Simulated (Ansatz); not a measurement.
Method: Ansatz, DFT PBE, scalar-relativistic, plane waves, PAW. All cells share a 420 eV cutoff and Γ-centred k meshes spaced at most about 0.3 Å⁻¹ (about 0.25 or finer for metals, 2π included). No spin polarisation in the final relaxations.

Temperature and zero-point effects are left out.

Two relaxed structures of AlInAsP₃:

A.

Space group P4/mmm (No. 123). a = 3.828 Å, b = 3.828 Å, c = 9.617 Å, α = 90.00°, β = 90.00°, γ = 90.00°
```
atom  site  symmetry       x       y       z
  Al    1c     4/mmm  0.5000  0.5000  0.0000
  In    1a     4/mmm  0.0000  0.0000  0.0000
   P    2g       4mm  0.0000  0.0000  0.7252
   P    1b     4/mmm  0.0000  0.0000  0.5000
  As    1d     4/mmm  0.5000  0.5000  0.5000
```

B.

Space group P-6m2 (No. 187). a = 6.366 Å, b = 6.366 Å, c = 3.822 Å, α = 90.00°, β = 90.00°, γ = 120.00°
| atom | site | symmetry | x | y | z |
| --- | --- | --- | --- | --- | --- |
| Al | 1a | -6m2 | 0.0000 | 0.0000 | 0.0000 |
| In | 1c | -6m2 | 0.3333 | 0.6667 | 0.0000 |
| P | 3k | mm2 | 0.9789 | 0.4895 | 0.5000 |
| As | 1e | -6m2 | 0.6667 | 0.3333 | 0.0000 |

**Question.** Which is lower in energy, and by how much?

**Answer.** B is lower, by 158 meV/atom. A has space group P4/mmm (No. 123), 23.5 Å³/atom and no gap on its mesh; B has space group P-6m2 (No. 187), 22.4 Å³/atom and no gap. The shortest distance is 2.17 Å (P–P) in A and 2.57 Å (As–P) in B. A holds P–P units of three or more atoms (shortest 2.17 Å); in B the shortest P–P distance is 2.98 Å. The denser one is the lower, and pressure would at first widen the difference. Even the lower one lies +0.66 eV/atom against the reference forms of the elements (uncorrected), so neither is stable at this level. In A, Al has 4 In at 2.71 Å; around In lie 2 P at 2.64 Å and 4 Al at 2.71 Å; P on a site of symmetry 4mm has 1 P at 2.17 Å and 1 In at 2.64 Å; As has 4 P at 2.71 Å; 1 more site not described. In B, around Al lie 3 In at 3.68 Å, 3 As at 3.68 Å, 12 P at 3.71 Å and 2 Al at 3.82 Å; In has 6 P at 2.73 Å, 3 Al at 3.68 Å and 3 As at 3.68 Å; around P lie 2 As at 2.57 Å, 2 In at 2.73 Å, 2 P at 2.98 Å, 2 P at 3.38 Å and 4 Al at 3.71 Å; As is surrounded by 6 P at 2.57 Å, 3 In at 3.68 Å and 3 Al at 3.68 Å. Both come from invented guesses. A third cell relaxed alike, in P4mm, lies 0.47 eV/atom below the lower of the two.

Cells relaxed within their symmetry can be saddle points.
